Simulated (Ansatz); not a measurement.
The start is a relaxed NbRu cell displaced along its unstable phonon at q = (½, 0, 0) of its primitive reciprocal cell (69i cm⁻¹), largest move 0.15 Å. A full variable-cell relaxation at zero pressure is run with PBEsol (plane waves to 420 eV, PAW, scalar-relativistic; Ansatz, a quantum-chemistry and plane-wave program). The first steps use a coarse 4×7×11 k-mesh.

The start:
```
NbRu
1.0
    6.10975    -6.72090     0.00000
    3.05487     3.36045     0.00000
    0.00000     0.00000     3.01272
Nb Ru
4 4
Direct
  0.12568   0.26106   0.00000
  0.60855   0.20740   0.00000
  0.39145   0.79260   0.00000
  0.87432   0.73894   0.00000
  0.12642   0.75228   0.50000
  0.64606   0.70276   0.50000
  0.35394   0.29724   0.50000
  0.87358   0.24772   0.50000
```

Question: How much energy is released per atom?

Answer: 0.01 eV/atom.

Question: Is the parent structure recovered?

Answer: It does not go back: it reaches P2/m (No. 10), 0.02 eV/atom below the parent.

Question: How do the shortest distances between atoms change?

Answer: The closest pairs of elements (up to four, under 3.6 Å), start → end: Nb–Ru 2.56 → 2.58 Å; Nb–Nb 2.59 → 2.64 Å; Ru–Ru 3.01 → 3.01 Å.

Question: Is the relaxed structure metallic? Give its gap.

Answer: No gap (metallic).

Question: What does it relax into? Give the structure.

Answer: 
Space group P2/m (No. 10); a = 4.540 Å, b = 3.052 Å, c = 8.963 Å, α = 90.00°, β = 94.25°, γ = 90.00°

| atom | site | symmetry | x | y | z |
|---|---|---|---|---|---|
| Nb | 2m | m | 0.2677 | 0.0000 | 0.1265 |
| Nb | 2m | m | 0.2066 | 0.0000 | 0.6116 |
| Ru | 2n | m | 0.7678 | 0.5000 | 0.1209 |
| Ru | 2n | m | 0.2974 | 0.5000 | 0.3594 |

Final values are on a 10×15×6 k-mesh of the relaxed cell. No spin polarisation in the result.

The run could not lose the symmetry of its start, so the end can be a saddle point.

The relaxed structure here is a generated cell of NbRu: the first start was made by placing the elements on the sites of a structure type, and the end was not matched to a known phase here, so it may be hypothetical.
